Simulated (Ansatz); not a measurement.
Given:

TiPd₃:
```cif
data_Pd3Ti
_chemical_formula_sum 'Ti1 Pd3'
_space_group_name_H-M_alt 'Pm-3m'
_space_group_IT_number 221
_space_group_name_Hall '-P 4 2 3'
_cell_length_a 3.86731
_cell_length_b 3.86731
_cell_length_c 3.86731
_cell_angle_alpha 90.000
_cell_angle_beta 90.000
_cell_angle_gamma 90.000
loop_
_atom_site_label
_atom_site_type_symbol
_atom_site_symmetry_multiplicity
_atom_site_Wyckoff_symbol
_atom_site_fract_x
_atom_site_fract_y
_atom_site_fract_z
_atom_site_occupancy
Ti1 Ti 1 a 0.00000 0.00000 0.00000 1
Pd1 Pd 3 c 0.00000 0.50000 0.50000 1
```

This is the PBEsol-relaxed structure.

Task: All from the program Ansatz at the PBEsol level (PAW), unless another level is named. Predict the Debye temperature from the elastic constants.

Result: 424 K.

Task: Next, the highest zone-centre frequency?

Result: 219 cm⁻¹.

The workflow started from an entry of the Crystallography Open Database (COD). Its standing as an ambient phase is unchecked. The PBEsol relaxation kept the symmetry of its start; of distortions, only those at the zone centre were tested. The run is not spin-polarised. As this level gives no gap, shear constants depend on the k-mesh and smearing (Fermi–Dirac, 0.1 eV here). As this level gives no gap, phonon frequencies hold no LO–TO term and depend on the k-mesh and smearing (Fermi–Dirac, 0.1 eV here).

Potentials: the later of the program's two PAW sets.
